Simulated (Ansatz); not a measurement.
BeS:
```
BeS
1.0
    5.80946     0.00000     0.00000
    0.00000     3.44469     0.00000
    0.00000     0.00000     5.90863
Be S
4 4
Direct
  0.14378   0.25000   0.40400
  0.35622   0.75000   0.90400
  0.85622   0.75000   0.59600
  0.64378   0.25000   0.09600
  0.77812   0.25000   0.41801
  0.72188   0.75000   0.91801
  0.22188   0.75000   0.58199
  0.27812   0.25000   0.08199
```

Cartesian axes are those of the cell as given.

Question: Give the high-frequency dielectric tensor and the Born effective charge tensors of the independent atoms from DFPT, the program Ansatz at the LDA level (PAW).

Answer: 
ε∞:
```
4.98  0.00  0.00
0.00  5.23  0.00
0.00  0.00  5.17
```
Z* of atom 1 (Be), rows: field, columns: displacement, in e:
```
 1.50   0.00  -0.52
 0.00   1.62   0.00
-0.26   0.00   1.60
```
Z* of atom 5 (S), rows: field, columns: displacement, in e:
```
-1.50   0.00  -0.30
 0.00  -1.62   0.00
-0.42   0.00  -1.60
```

Space group Pnma. The start of the workflow was typed in or built on a structure type; neither database checked (COD, Materials Project) lists it. COD files the formula under space group No. 216. Its standing as an ambient phase is unchecked. The cell was relaxed with LDA under the symmetry of its start; whether a distortion lowers the energy is not shown. The volume moved by 19 % from the start of the relaxation.

Potentials: the later of the program's two PAW sets.
